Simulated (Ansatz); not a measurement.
**As on a Si site in Si**

Computed with Ansatz 0.2.0, DFT LDA, scalar-relativistic, plane waves, PAW. (420 eV cutoff, 3×3×3 k-mesh, Gaussian smearing of 0.02 eV, collinear spin in charge 0 alone)

Host crystal, relaxed:

```xyz
2
Lattice="0.0000 2.7010 2.7010 2.7010 0.0000 2.7010 2.7010 2.7010 0.0000" Properties=species:S:1:pos:R:3 pbc="T T T"
Si    4.0515    4.0515    4.0515
Si    2.7010    2.7010    2.7010
```

Supercell of 32 atoms, rows in host cell vectors: -1 3 -1; -1 -1 3; 3 -1 -1. Atoms relax at the host's cell from a start displaced at random by 0.06 Å near the defect, so other minima may exist. The cell is small, so energies carry finite-size errors of tenths of an eV. The host's Kohn–Sham gap is 0.44 eV.

Starting moments were lost in some runs.

Defect: As on a Si site, charge 0.

Command:

```bash
ansatz run input.yaml --threads 4 --pin off --max-ram 8192MiB --backend cpu --events-out ev --progress --plain --runs-dir out
```

The input:

```yaml
crystal:
  lattice:
    - [5.4019422852, -5.4019422852, 5.4019422852]
    - [5.4019422852, 5.4019422852, -5.4019422852]
    - [-5.4019422852, 5.4019422852, 5.4019422852]
  atoms:
    - { symbol: As, position: [0.0135413099, 0.4993379454, 0.7507063436], spin: 0.2 }
    - { symbol: Si, position: [0.25, 0.25, 0.75] }
    - { symbol: Si, position: [0.5, 0.0, 0.75] }
    - { symbol: Si, position: [0.75, 0.5, 0.0] }
    - { symbol: Si, position: [0.75, 0.75, 0.75] }
    - { symbol: Si, position: [0.0, 0.25, 0.0] }
    - { symbol: Si, position: [0.25, 0.0, 0.0] }
    - { symbol: Si, position: [0.5, 0.5, 0.25] }
    - { symbol: Si, position: [0.5, 0.75, 0.0] }
    - { symbol: Si, position: [0.75, 0.25, 0.25] }
    - { symbol: Si, position: [0.0, 0.0, 0.25] }
    - { symbol: Si, position: [0.25, 0.5, 0.5] }
    - { symbol: Si, position: [0.25, 0.75, 0.25] }
    - { symbol: Si, position: [0.5, 0.25, 0.5] }
    - { symbol: Si, position: [0.75, 0.0, 0.5] }
    - { symbol: Si, position: [0.0, 0.75, 0.5] }
    - { symbol: Si, position: [0.7320317019, 0.2447374884, 0.4956594584], spin: 0.2 }
    - { symbol: Si, position: [0.0, 0.0, 0.5] }
    - { symbol: Si, position: [0.25, 0.75, 0.5] }
    - { symbol: Si, position: [0.5, 0.25, 0.75] }
    - { symbol: Si, position: [0.5, 0.5, 0.5] }
    - { symbol: Si, position: [0.75, 0.0, 0.75] }
    - { symbol: Si, position: [0.018572633, 0.7626287714, 0.7493037731], spin: 0.2 }
    - { symbol: Si, position: [0.25, 0.25, 0.0] }
    - { symbol: Si, position: [0.2455468528, 0.4993607822, 0.744850688], spin: 0.2 }
    - { symbol: Si, position: [0.5, 0.0, 0.0] }
    - { symbol: Si, position: [0.75, 0.75, 0.0] }
    - { symbol: Si, position: [0.0, 0.25, 0.25] }
    - { symbol: Si, position: [0.0039731561, 0.4988424161, -0.0024379364], spin: 0.2 }
    - { symbol: Si, position: [0.25, 0.0, 0.25] }
    - { symbol: Si, position: [0.5, 0.75, 0.25] }
    - { symbol: Si, position: [0.75, 0.5, 0.25] }
  host:
    lattice:
      - [0.0, 2.7009711426, 2.7009711426]
      - [2.7009711426, 0.0, 2.7009711426]
      - [2.7009711426, 2.7009711426, 0.0]
    atoms:
      - { symbol: Si, position: [0.75, 0.75, 0.75] }
      - { symbol: Si, position: [0.5, 0.5, 0.5] }
basis:
  ecutwfc: 420
  xc_grid: 2
kpoints:
  mp_grid: { grid: [3, 3, 3], shift: [0.0, 0.0, 0.0] }
hamiltonian:
  xc: lda
scf:
  occupations: { method: gaussian, width: 0.02 }
output:
  forces: true
  stress: false
  eigenvalues: true
  populations: true
  charged_corrections:
    defect_position: [0.0, 0.5, 0.75]
    epsilon: [[13.2637, 0.0, 0.0], [0.0, 13.2637, 0.0], [0.0, 0.0, 13.2637]]
magnetization:
  spin_polarized: true
relax:
  adjacent_minimum: "off"
  f_tol: 0.025
  max_steps: 45
```

From the output:

```
Warning: RAYON_NUM_THREADS=4 ignored (pool sized by the plan → 4); use --threads N
Crystal: 32 atoms, lattice volume = 630.536 Å³
Basis set: ecut = 420 eV, 12215 PW (Γ), exchange–correlation on 128×128×128 points (8 copies of the dense FFT grid, shifted against one another)
Bands: 102, of which v1, the nominal top of the filled ones, is band 70 counted from 1 (69 counted from 0)
Symmetry: 1 space group operations
Space group: P1 (ITA 1), of the structure as read, at distance tolerance 8.6e-5 Å
k-points: 14 of 27 (time reversal used)
relax step   1: F+E_penalty+E_count = -23640.81250961 eV  Δ(F+E_penalty+E_count) = +0.000e0 eV  max|allowed force component| = 2.076e0 eV/Å  Δτ_max = 0.0000 Å
relax step   2: F+E_penalty+E_count = -23641.35819599 eV  Δ(F+E_penalty+E_count) = -5.457e-1 eV  max|allowed force component| = 6.192e-1 eV/Å  Δτ_max = 0.1298 Å
relax step   3: F+E_penalty+E_count = -23641.41895332 eV  Δ(F+E_penalty+E_count) = -6.076e-2 eV  max|allowed force component| = 1.384e-2 eV/Å  Δτ_max = 0.0575 Å
relax step   4: F+E_penalty+E_count = -23641.41895533 eV  Δ(F+E_penalty+E_count) = -2.011e-6 eV  max|allowed force component| = 1.387e-2 eV/Å  Δτ_max = 0.0000 Å
SCF converged after 4 iterations
Free energy (F): -23641.418955 eV
E sigma→0 (E₀):  -23641.417662 eV
Fermi energy:    7.064596 eV
```

The relaxation gained 0.61 eV in 4 steps. It took 4.6 min on 4 threads of Arm Neoverse V2, with other jobs on the host, peak memory 2.4 GiB.